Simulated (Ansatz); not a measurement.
BN:
```cif
data_B2N2
_chemical_formula_sum 'B2 N2'
_space_group_name_H-M_alt 'P63mc'
_space_group_IT_number 186
_space_group_name_Hall 'P 6c -2c'
_cell_length_a 2.54332
_cell_length_b 2.54332
_cell_length_c 4.20679
_cell_angle_alpha 90.000
_cell_angle_beta 90.000
_cell_angle_gamma 120.000
loop_
_atom_site_label
_atom_site_type_symbol
_atom_site_symmetry_multiplicity
_atom_site_Wyckoff_symbol
_atom_site_fract_x
_atom_site_fract_y
_atom_site_fract_z
_atom_site_occupancy
B1 B 2 b 0.33333 0.66667 0.49980 1
N1 N 2 b 0.33333 0.66667 0.12520 1
```

Relaxed with r²SCAN. DFT-r²SCAN in the program Ansatz with PAW potentials gives a gap of 5.74 eV.

Q: What gap does HSE06 give on the same cell (Ansatz, PAW)?

A: 6.52 eV, 0.78 eV more. The hybrid was solved on a coarser mesh and at special points; the gap given is the minimum over both.

| k | v1 r²SCAN | c1 r²SCAN | v1 HSE06 | c1 HSE06 |
|---|---|---|---|---|
| Γ | 0.00 | 9.11 | ? | ? |
| A | -1.22 | 10.25 | ? | ? |
| K | -5.63 | 5.74 | -5.87 | 6.52 |
| H | -3.16 | 10.04 | -3.28 | 11.01 |
| M | -2.20 | 7.31 | ? | ? |
| L | -3.73 | 7.21 | ? | ? |

Q: Top valence (v1) and lowest conduction level (c1) in eV from each method's valence maximum (which need not be a listed point): supply the withheld HSE06 values.

A: 
- L, v1 HSE06: -3.87
- L, c1 HSE06: 8.07
- Γ, v1 HSE06: 0.00
- Γ, c1 HSE06: 10.10
- A, v1 HSE06: -1.27
- A, c1 HSE06: 11.23
- M, v1 HSE06: -2.30
- M, c1 HSE06: 8.17

Cost on shared cores: the r²SCAN run (SCF on a 12×12×7 mesh, then bands and DOS) roughly 22 core-seconds, the HSE06 run (SCF on 9×9×5, then a few points) very roughly 90 core-seconds; the tasks are unlike.

Space group P6_3mc (wurtzite). Symmetry was held in the r²SCAN relaxation.

Potentials: the earlier of the program's two PAW sets.
